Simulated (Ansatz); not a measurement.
BP:
```
CELL_PARAMETERS angstrom
      3.00817     0.00000     0.00000
     -1.50409     2.60515     0.00000
      0.00000     0.00000     2.66093
ATOMIC_POSITIONS crystal
  B  0.00000 0.00000 0.00000
  P  0.66667 0.33333 0.50000
```

Relaxed with PBE. Special points in fractions of this cell's reciprocal vectors: Γ (0.000, 0.000, 0.000); M (0.500, 0.000, 0.000); K (0.333, 0.333, 0.000); A (0.000, 0.000, 0.500); L (0.500, 0.000, 0.500); H (0.333, 0.333, 0.500).

### Question
List the band energies nearest the Fermi level at these points for the program Ansatz at the PBE level (PAW).

### Answer
In eV from the Fermi level; about four levels below and three above (degenerate sets whole), none deeper than 8.9 eV; … stands for higher levels left out; points with the same levels are listed once.

```csv
k,below,above
Γ,-0.71 -0.71 -0.44,4.11 4.11 …
M,-3.56,1.30 2.64 5.63
K,-7.74,3.75 4.73 7.60
A,–,3.16 3.16 3.64 3.64
L,-8.86 -7.78 -6.61 -4.86,0.93 1.24 …
H,-6.75 -4.30 -3.12 -2.53,…
```

Space group P-6m2. A made-up cell: these elements were put on the sites of a structure type; neither database checked (COD, Materials Project) lists it. It is not the phase usual at ambient conditions (space group No. 216). The cell keeps a stress of up to 0.2 GPa. The cell was relaxed with PBE under the symmetry of its start; its stability against distortions is not shown here.

Potentials: the later of the program's two PAW sets.
